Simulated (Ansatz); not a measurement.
# Pd₂PtS₆: stable or not

The cell was found from a structure generator's guess, not taken from experiment.

Method: Ansatz 0.2.0, DFT PBE, scalar-relativistic, plane waves, PAW. The final run on the 9-atom cell used 420 eV, a Γ-centred 6×6×6 mesh, 0.02 eV smearing and no spin polarisation.

```cif
data_structure
_symmetry_space_group_name_H-M 'P-31m'
_symmetry_Int_Tables_number 162
_cell_length_a 6.1705
_cell_length_b 6.1705
_cell_length_c 6.2731
_cell_angle_alpha 90.000
_cell_angle_beta 90.000
_cell_angle_gamma 120.000
_cell_volume 206.85
loop_
_atom_site_label
_atom_site_type_symbol
_atom_site_symmetry_multiplicity
_atom_site_Wyckoff_symbol
_atom_site_fract_x
_atom_site_fract_y
_atom_site_fract_z
_atom_site_occupancy
Pd1 Pd 2 c 0.66667 0.33333 0.00000 1
Pt1 Pt 1 a 0.00000 0.00000 0.00000 1
S1 S 6 k 0.66688 0.66688 0.19700 1
```

Formation energies are uncorrected and refer to the elements' standard structures at the same level.

Task: These tests were run: energy against the elements; phonons at Γ. What do they show?

Result:

```csv
test,result
energy against the elements,−0.247 eV/atom
phonons at Γ,lowest optical mode 106 cm⁻¹
```

It fails none of these tests. Other phases of the system weren't compared here, so this isn't yet thermodynamic stability. Phonons away from Γ weren't computed.

No dispersion correction is applied, so the spacing and binding between layers, chains or molecules are poorly described. These runs have no spin–orbit coupling, which can matter for Pt. The reference form of S is held partly by dispersion forces, which this level lacks. The run for the phonons used a 6×6×6 k mesh.
